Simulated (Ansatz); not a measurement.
The numbers come from plane-wave PAW DFT (Ansatz): r2SCAN, no spin polarisation, 500 eV, 6×6×6 Γ-centred k points, methfessel-paxton occupations (width 0.1329 eV). Nothing was relaxed.

Computed maps in the lattice plane spanned by a (left to right, 4.98 Å, 15 points from zero) and b (bottom to top, 4.98 Å, 15 points from zero), 90° apart, at height 0.750 along c. The fields are smooth PAW ones with compensation charges, not the true ones near nuclei.

Valence density. Digits on a logarithmic scale: 0 up to 0.03 e/Å³, each further digit a factor of 1.6, 9 from 1.3 e/Å³ up:
```
134566555554311
235555434444333
544543222335677
853332101247999
963211000259999
962100011259999
852101223348999
643212344445788
444333455543344
455555566532112
456667776431012
345688986421001
234689987532101
124689987543200
124578776654210
```

ELF. Ten even steps from '0' (0.01) to '9' (0.86):
```
013444323453000
014542001320000
102442000000577
810221000007999
940000000039999
950000000029989
920000011008999
300000134201798
013100145410010
145322344420000
355457774100000
233586685100000
011571066200000
000475486322000
001378775453100
```

Question: The cell is CaCO4. Which atoms lie within 0.2 Å of this plane, and where (fractions of a and b)?

Answer: Ca at (0.88, 0.62), C at (0.38, 0.12). The whole cell:
```xyz
12
Lattice="0.0000 4.9768 0.0000 4.9768 0.0000 0.0000 2.4884 2.4884 -5.3982" Properties=species:S:1:pos:R:3 pbc="T T T"
Ca    4.9768    6.2210   -4.0487
Ca    2.4884    1.2442   -1.3496
C     2.4884    3.7326   -4.0487
C     4.9768    3.7326   -1.3496
O     3.2290    2.5073   -3.0673
O     1.2253    4.4732   -0.3682
O     1.7479    4.9579   -3.0673
O     3.7515    2.9921   -0.3682
O     4.2363    4.9579   -2.3310
O     6.2399    2.9921   -5.0301
O     5.7174    2.5073   -2.3310
O     3.7137    4.4732   -5.0301
```

Origin: a known structure type with other elements, at an estimated volume, so it need not be a known compound. Caveats: many states at the Fermi level without spin polarisation, so a magnetic state may lie lower; atoms or cell far from equilibrium.
